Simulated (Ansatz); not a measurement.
Calculation for bcc Mo (100), 5 layers: DFT, PBEsol, all-electron LAPW, scalar-relativistic (Ansatz 0.2.0). This run: no images along the normal.

The slab is cut from a bulk crystal relaxed on PAW files (its atoms may have been relaxed since).

Command: `ansatz run input.yaml --threads 2 --pin off --max-ram 4096MiB --backend cpu --events-out ev --progress --plain --runs-dir out` It took 95 s on 2 threads of Intel(R) Xeon(R) 6975P-C (Granite Rapids), on a shared host, peak memory 1.2 GiB.

```yaml
crystal:
  lattice:
    - [3.1295163184, 0.0, 0.0]
    - [0.0, 3.1295163184, 0.0]
    - [0.0, 0.0, 22.259]
  atoms:
    - { symbol: Mo, position: [0.0, 0.0, 0.3659161389] }
    - { symbol: Mo, position: [0.5, 0.5, 0.4283781434] }
    - { symbol: Mo, position: [0.0, 0.0, 0.5000000001] }
    - { symbol: Mo, position: [0.5, 0.5, 0.5716218573] }
    - { symbol: Mo, position: [0.0, 0.0, 0.6340838602] }
  periodic: [true, true, false]
kpoints:
  mp_grid: { grid: [12, 12, 1] }
scf:
  occupations: { method: fermi_dirac, width: 0.1 }
hamiltonian:
  xc: pbesol
  pseudopotentials: { kind: all_electron, lapw: { basis_error: 0.001 } }
output:
  forces: true
  stress: true
  eigenvalues: true
```

Output:

```
Warning: crystal.periodic: the lattice vector that does not repeat stood 0.000° off the slab's normal, 22.259 Å along it as the deck builds it. The run solves the slab on a vector along the normal, 35.738 Å long, with every atom where it was (on the deck's vector they left 16.29 Å outside them, and the widest stretch free of ions among them is 1.59 Å). A fractional position that the run reports is one of the run's cell, which starts as this one, and not of the deck's: it goes into a deck with that cell's vectors. The slab on that cell runs as it stands in a deck that lists each atom with its symbol and moment, types crystal.periodic and leaves out crystal.checkpoint, crystal.saddle_side, crystal.structure_sha256, crystal.space_group, crystal.setting, crystal.reduce_to_primitive, crystal.supercell, crystal.defects and each atom's wyckoff. Where those keys changed the vectors of the plane, lay the indices of each lattice_plane and lattice_line anew on these rows. Along the normal they count this vector already. An outside_sphere can name other atoms there (type this run's as sites). In the order of the run's atom list the slab is: crystal.lattice: [[3.1295163184, 0.0, 0.0], [0.0, 3.1295163184, 0.0], [0.0, 0.0, 35.738290616833396]]; position: [0.0, 0.0, 0.22790478210333567]; position: [0.5, 0.5, 0.2668082028928746]; position: [0.0, 0.0, 0.3114166853012186]; position: [0.5, 0.5, 0.3560251680209794]; position: [0.0, 0.0, 0.3949285878139848];
crystal.periodic: the lattice vector that does not repeat stood 0.000° off the slab's normal, 22.259 Å along it as the deck builds it. The run solves the slab on a vector along the normal, 35.738 Å long, with every atom where it was (on the deck's vector they left 16.29 Å outside them, and the widest stretch free of ions among them is 1.59 Å). A fractional position that the run reports is one of the run's cell, which starts as this one, and not of the deck's: it goes into a deck with that cell's vectors. The slab on that cell runs as it stands in a deck that lists each atom with its symbol and moment, types crystal.periodic and leaves out crystal.checkpoint, crystal.saddle_side, crystal.structure_sha256, crystal.space_group, crystal.setting, crystal.reduce_to_primitive, crystal.supercell, crystal.defects and each atom's wyckoff. Where those keys changed the vectors of the plane, lay the indices of each lattice_plane and lattice_line anew on these rows. Along the normal they count this vector already. An outside_sphere can name other atoms there (type this run's as sites). In the order of the run's atom list the slab is: crystal.lattice: [[3.1295163184, 0.0, 0.0], [0.0, 3.1295163184, 0.0], [0.0, 0.0, 35.738290616833396]]; position: [0.0, 0.0, 0.22790478210333567]; position: [0.5, 0.5, 0.2668082028928746]; position: [0.0, 0.0, 0.3114166853012186]; position: [0.5, 0.5, 0.3560251680209794]; position: [0.0, 0.0, 0.3949285878139848];
LAPW: plane waves up to 8.495 Å⁻¹, error target 1.0e-3 eV per atom; small_component_spin mean_spin; Mo in spheres of 1.307 Å, 30 of its electrons in bands, Dirac shells [] (how accurate: hamiltonian.pseudopotentials.lapw.basis_error, Limitations)
Engine: ansatz 0.2.0
Pseudopotentials: kind: all_electron
Pseudopotential: Mo, LAPW, valence charge 30, lapw/all_electron/scalar/gaussian/Mo, Koelling and Harmon's equation, gaussian nucleus
Functional definition: PBEsol
  exchange = pbesol_x
  correlation = pbesol_c
Crystal: 5 atoms, lattice volume = 350.016 Å³
Basis set: ecut = 274.9708082510453 eV, 3617 PW (Γ), exchange–correlation at level 2
Bands: 90, of which v1, the nominal top of the filled ones, is band 75 counted from 1 (74 counted from 0)
Symmetry: 16 space group operations
Space group: P4/mmm (ITA 123), of the structure as read, at distance tolerance 7.0e-5 Å
k-points: 28 of 144
Non-local potential: Mo, projectors of the file, none
Initial density: superposition of atomic densities (neutral atoms: chi_scale 0, normalization atom)
Initial wavefunctions: plane waves of lowest kinetic energy (no species holds an atomic orbital)
Functional: x = pbesol(κ = 0.804, μ = 0.12345679012345678), c = pbesol(β = 0.046)
iter 1 solved again at ethr=1.84e-2 eV; its pass at ethr=1.00e-1 eV (dr2=2.77e1 eV) is discarded
SCF iter   1: F=—  HF=-550597.049892 eV  |F-HF|=—  |Δ(HF+E_count)|=         —  Δρ=3.61e-2  dr2=2.78e1  ethr=1.84e-2  ⟨swp⟩=2.0  Hψ=14532  notcnv=0
preconditioner: auto → LDOS  [metal: Δε(μ)=0.029 eV  Ē_g=5.897 eV  σ=0.100 eV  W_gap=0.07  n_scr=86 (ndim 8)  ℏωp=10.9 eV  f_vac=0.733  D(μ)=6.42/eV (n_scr^D=20)  β→1.0]
SCF iter   2: F=—  HF=-550593.003854 eV  |F-HF|=—  |Δ(HF+E_count)|=    4.05e0  Δρ=1.83e-2  dr2=4.47e0  ethr=1.84e-2  ⟨swp⟩=3.0  Hψ=7485  notcnv=0
SCF iter   3: F=—  HF=-550592.275714 eV  |F-HF|=—  |Δ(HF+E_count)|=   7.28e-1  Δρ=5.59e-3  dr2=4.78e-1  ethr=2.98e-3  ⟨swp⟩=3.0  Hψ=8499  notcnv=0
iter 4 solved again at ethr=5.77e-6 eV; its pass at ethr=3.18e-4 eV (dr2=8.65e-3 eV) is discarded
SCF iter   4: F=—  HF=-550592.176390 eV  |F-HF|=—  |Δ(HF+E_count)|=         —  Δρ=1.50e-3  dr2=8.62e-3  ethr=5.77e-6  ⟨swp⟩=2.5  Hψ=13272  notcnv=0
the basis was enlarged: its passes take 1.8 MiB over the memory plan, 2 of 2 planned eigensolver slots
SCF iter   5: F=—  HF=-550592.174225 eV  |F-HF|=—  |Δ(HF+E_count)|=   2.16e-3  Δρ=4.66e-4  dr2=2.89e-3  ethr=5.75e-6  ⟨swp⟩=3.0  Hψ=7992  notcnv=0
[... lines left out ...]
--- Per-component energies (eV) ---
  E_band       = -24475.684220
  E_kinetic    = 570527.284626
  E_xc         = -16556.276938
  E_electrostatic = -1104562.967610  (all electrons and nuclei)
  E_smearing   = -0.214109  (= −TS)
  E_closure    = 0.000000  (closes the sum)
  E_atoms      = -550537.763903  (free atoms, spherical and without spin; not in F)
  Σ components = -550592.174031   (vs F -550592.174031, Δ=0.00e0)
  Basis errors (estimates in eV, not in F): energy 3.2e-4 per atom: plane waves 2.9e-4 (1.7e-4 summed), levels above the bands 6.0e-20, relativity 2.3e-8, radial functions 3.6e-5, core shells 5.8e-7; eigenvalues (radial functions only) 8.1e-7; not estimated: angular momenta, meshes, grids; target (lapw.basis_error) 1.0e-3; muffin-tin radii Mo 1.307 Å
--- Forces (eV/Å), atoms counted from 1 ---
  atom   1  Mo    -0.00000000     0.00000000     0.00434692
  atom   2  Mo    -0.00000000     0.00000000     0.00037739
  atom   3  Mo    -0.00000000     0.00000000     0.00000000
  atom   4  Mo    -0.00000000     0.00000000    -0.00037739
  atom   5  Mo    -0.00000000     0.00000000    -0.00434692
  max |Σ_I F_I| component: 3.72e-24 eV/Å
--- 2D stress c σ (N/m, compression-positive) ---
       -6.384060       0.000000       0.000000
        0.000000      -6.384060       0.000000
        0.000000       0.000000       0.000000
  P = ½ c Tr σ = -6.3841 N/m
--- Band table (eV; the first three rows and the last of 28) ---
  k-point 0: bands = ["-379.6773", "-379.6538", "-379.6538", "-379.4058", "-379.4058", "-379.4058", "-379.4058", "-379.3889", "-379.3889", "-379.2731", "-379.2731", "-379.2482", "-379.2482", "-379.2482", "-379.2482", "-221.8478", "-221.8284", "-221.8226", "-221.8226", "-221.8028", "-221.5923", "-221.5923", "-221.5769", "-221.5769", "-221.5564", "-221.5564", "-221.5435", "-221.5435", "-221.5435", "-221.5435", "-221.4355", "-221.4355", "-221.4139", "-221.4139", "-221.4099", "-221.4099", "-221.4099", "-221.4099", "-221.3895", "-221.3895", "-65.1792", "-64.9610", "-64.8698", "-64.5545", "-64.5455", "-39.4785", "-39.4041", "-39.4041", "-39.2392", "-39.1592", "-39.1592", "-39.1179", "-38.8568", "-38.8568", "-38.6884", "-38.4569", "-38.3480", "-38.3480", "-38.2928", "-38.2928", "-10.6882", "-9.4193", "-9.0662", "-9.0555", "-8.5235", "-7.6887", "-7.5654", "-6.5186", "-5.3660", "-5.3660", "-5.2971", "-4.8616", "-4.8616", "-4.6204", "-4.1865", "-4.1865", "-4.1099", "-4.1003", "-4.0334", "-2.8884", "-2.7405", "-2.7405", "-2.6545", "-2.0272", "-0.8422", "-0.8422", "-0.7829", "-0.7605", "-0.1863", "0.0253"]
  k-point 1: bands = ["-379.6773", "-379.6538", "-379.6538", "-379.4058", "-379.4058", "-379.4058", "-379.4058", "-379.3889", "-379.3889", "-379.2731", "-379.2731", "-379.2482", "-379.2482", "-379.2482", "-379.2482", "-221.8478", "-221.8284", "-221.8226", "-221.8226", "-221.8028", "-221.5923", "-221.5923", "-221.5769", "-221.5769", "-221.5564", "-221.5564", "-221.5435", "-221.5435", "-221.5435", "-221.5435", "-221.4355", "-221.4355", "-221.4139", "-221.4139", "-221.4099", "-221.4099", "-221.4099", "-221.4099", "-221.3895", "-221.3895", "-65.1718", "-64.9540", "-64.8679", "-64.5586", "-64.5506", "-39.5143", "-39.4455", "-39.3872", "-39.2321", "-39.2025", "-39.1455", "-39.0573", "-38.9271", "-38.8553", "-38.6112", "-38.4895", "-38.3591", "-38.3275", "-38.3164", "-38.3081", "-10.5446", "-9.3043", "-8.9798", "-8.9575", "-8.4424", "-7.6217", "-7.5868", "-6.5139", "-5.6503", "-5.5042", "-5.4705", "-4.9236", "-4.6961", "-4.6890", "-4.5622", "-4.1218", "-3.9107", "-3.9017", "-3.5453", "-3.3408", "-2.9606", "-2.4173", "-2.0794", "-2.0453", "-1.3366", "-1.2695", "-0.6713", "-0.2311", "-0.1315", "-0.0921"]
  k-point 2: bands = ["-379.6773", "-379.6538", "-379.6538", "-379.4058", "-379.4058", "-379.4058", "-379.4058", "-379.3889", "-379.3889", "-379.2731", "-379.2731", "-379.2482", "-379.2482", "-379.2482", "-379.2482", "-221.8478", "-221.8284", "-221.8226", "-221.8226", "-221.8028", "-221.5923", "-221.5923", "-221.5769", "-221.5769", "-221.5564", "-221.5564", "-221.5435", "-221.5435", "-221.5435", "-221.5435", "-221.4355", "-221.4355", "-221.4139", "-221.4139", "-221.4099", "-221.4099", "-221.4099", "-221.4099", "-221.3895", "-221.3895", "-65.1508", "-64.9341", "-64.8625", "-64.5707", "-64.5656", "-39.6052", "-39.5282", "-39.3380", "-39.2730", "-39.2293", "-39.1060", "-39.0018", "-38.9904", "-38.8514", "-38.5300", "-38.5032", "-38.3917", "-38.3760", "-38.3522", "-38.3080", "-10.1441", "-9.0264", "-8.8307", "-8.6299", "-8.2669", "-7.7852", "-7.3220", "-6.1749", "-6.1630", "-5.8962", "-5.6068", "-5.2691", "-4.8319", "-4.7632", "-4.7142", "-3.8189", "-3.5653", "-3.5385", "-3.4932", "-3.0977", "-3.0219", "-2.3412", "-2.0991", "-1.8095", "-1.5180", "-1.3765", "-0.7349", "-0.4082", "0.1852", "0.1902"]
  k-point 27: bands = ["-379.6773", "-379.6538", "-379.6538", "-379.4058", "-379.4058", "-379.4058", "-379.4058", "-379.3889", "-379.3889", "-379.2731", "-379.2731", "-379.2482", "-379.2482", "-379.2482", "-379.2482", "-221.8478", "-221.8284", "-221.8226", "-221.8226", "-221.8028", "-221.5923", "-221.5923", "-221.5769", "-221.5769", "-221.5564", "-221.5564", "-221.5435", "-221.5435", "-221.5435", "-221.5435", "-221.4355", "-221.4355", "-221.4139", "-221.4139", "-221.4099", "-221.4099", "-221.4099", "-221.4099", "-221.3895", "-221.3895", "-65.0271", "-64.8097", "-64.8007", "-64.6242", "-64.6236", "-39.8618", "-39.8618", "-39.5648", "-39.5648", "-39.2692", "-39.1023", "-39.1023", "-38.9930", "-38.8719", "-38.8530", "-38.7909", "-38.4406", "-38.4406", "-38.3291", "-38.3291", "-8.8930", "-8.7521", "-7.4595", "-7.4375", "-7.4375", "-7.0096", "-6.7727", "-6.7727", "-6.3042", "-6.0681", "-6.0681", "-4.7970", "-4.7970", "-2.6705", "-2.5020", "-2.2313", "-2.2313", "-2.0685", "-1.7853", "-1.7463", "-1.6545", "-1.5896", "-1.5345", "-1.2365", "-1.2244", "-1.0639", "-1.0639", "3.1999", "3.1999", "3.7688"]
  the weakly bound empty levels are not read free of the cell's end (augmented_plane_waves)
```

The cell is 1×1, so reconstructions are forbidden, and in slabs of four or five layers the relaxations can be far larger than at a real surface.
